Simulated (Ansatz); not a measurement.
Below is a relaxed structure of BN. It was relaxed at this level from a cell as deposited in COD.

These are results of Ansatz 0.2.0, DFT PBE, scalar-relativistic, plane waves, PAW, not measurements. Cutoff 420 eV, Γ-centred mesh, Gaussian smearing, no spin polarisation.

```cif
data_structure
_symmetry_space_group_name_H-M 'P 1'
_symmetry_Int_Tables_number 1
_cell_length_a 2.5122
_cell_length_b 2.5122
_cell_length_c 8.3440
_cell_angle_alpha 90.000
_cell_angle_beta 90.000
_cell_angle_gamma 120.000
_cell_volume 45.60
loop_
_atom_site_label
_atom_site_type_symbol
_atom_site_fract_x
_atom_site_fract_y
_atom_site_fract_z
_atom_site_occupancy
B1 B 0.33333 0.66667 0.25000 1
B2 B 0.66667 0.33333 0.75000 1
N1 N 0.33333 0.66667 0.75000 1
N2 N 0.66667 0.33333 0.25000 1
```

The zero of energy is the elements' standard structures at the same level (N₂ as a molecule); no fitted shifts are applied.

Q: Find its symmetry and describe it.

A: P6_3/mmc (No. 194), the hexagonal BN type. Conventional cell: a = 2.512 Å, c = 8.344 Å. Around B lie 3 N at 1.45 Å; around N lie 3 B at 1.45 Å.

Q: How far does it lie from the elements in energy?

A: −1.252 eV/atom. A negative formation energy is needed for stability but isn't enough: competing phases decide.

Q: Is it a metal?

A: No, the gap on the 12×12×4 mesh is 4.40 eV.

The last run used a 12×12×4 mesh (in the run's order of axes) for its 4-atom cell and Gaussian smearing of 0.02 eV. No dispersion correction is applied, so the spacing and binding between layers, chains or molecules are poorly described. Kohn–Sham gaps at this level usually fall short of measured ones. Symmetry constrained the relaxation, so the result can be a saddle point.
